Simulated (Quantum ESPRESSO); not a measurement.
pw.x input (Quantum ESPRESSO 7.5; PBE, PseudoDojo standard norm-conserving files, scalar-relativistic):

```
&CONTROL
  calculation = 'scf'
  pseudo_dir = './pseudo'
  outdir = './out'
  tprnfor = .true.
  tstress = .true.
/
&SYSTEM
  ibrav = 0
  nat = 10
  ntyp = 2
  ecutwfc = 84.0
  ecutrho = 336.0
  occupations = 'smearing'
  smearing = 'fd'
  degauss = 0.002
  nbnd = 52
/
&ELECTRONS
  conv_thr = 1e-09
/
ATOMIC_SPECIES
O 15.9990 O.upf
Ga 69.7230 Ga.upf
CELL_PARAMETERS angstrom
  2.499469584742   1.443069437582   4.481291415000
 -2.499469584742   1.443069437582   4.481291415000
 -0.000000000000  -2.886138875164   4.481291415000
ATOMIC_POSITIONS crystal
O   0.750000000000   0.447218763200   0.052781236800
O   0.250000000000   0.552781236800   0.947218763200
O   0.052781236800   0.750000000000   0.447218763200
O   0.947218763200   0.250000000000   0.552781236800
O   0.447218763200   0.052781236800   0.750000000000
O   0.552781236800   0.947218763200   0.250000000000
Ga   0.855784225700   0.855784225700   0.855784225700
Ga   0.144215774300   0.144215774300   0.144215774300
Ga   0.644215774300   0.644215774300   0.644215774300
Ga   0.355784225700   0.355784225700   0.355784225700
K_POINTS automatic
6 6 6 0 0 0
```

End of the output:

```

[...]
     the Fermi energy is    12.2630 ev
!    total energy              =    -810.58847214 Ry
     estimated scf accuracy    <          5.3E-11 Ry
     smearing contrib. (-TS)   =      -0.00000000 Ry
     internal energy E=F+TS    =    -810.58847214 Ry
     The total energy is F=E-TS. E is the sum of the following terms:
     one-electron contribution =    -215.16928247 Ry
     hartree contribution      =     193.26412198 Ry
     xc contribution           =    -218.75131251 Ry
     ewald contribution        =    -569.93199914 Ry
     convergence has been achieved in  12 iterations
     Forces acting on atoms (cartesian axes, Ry/au):
     atom    1 type  1   force =     0.00073138   -0.00126679    0.00000000
     atom    2 type  1   force =    -0.00073138    0.00126679    0.00000000
     atom    3 type  1   force =     0.00073138    0.00126679    0.00000000
     atom    4 type  1   force =    -0.00073138   -0.00126679    0.00000000
     atom    5 type  1   force =    -0.00146276    0.00000000    0.00000000
     atom    6 type  1   force =     0.00146276    0.00000000    0.00000000
     atom    7 type  2   force =    -0.00000000    0.00000000    0.00133861
     atom    8 type  2   force =     0.00000000    0.00000000   -0.00133861
     atom    9 type  2   force =     0.00000000    0.00000000   -0.00133861
     atom   10 type  2   force =     0.00000000    0.00000000    0.00133861
     Total force =     0.004473     Total SCF correction =     0.000011
     Computing stress (Cartesian axis) and pressure
          total   stress  (Ry/bohr**3)                   (kbar)     P=       75.68
   0.00052534   0.00000000   0.00000000           77.28        0.00        0.00
   0.00000000   0.00052534  -0.00000000            0.00       77.28       -0.00
   0.00000000  -0.00000000   0.00049266            0.00       -0.00       72.47
```
In a gapped system the printed Fermi energy is only some level inside the gap.

Spin-orbit coupling is not included.

Geometry relaxed with PBEsol.
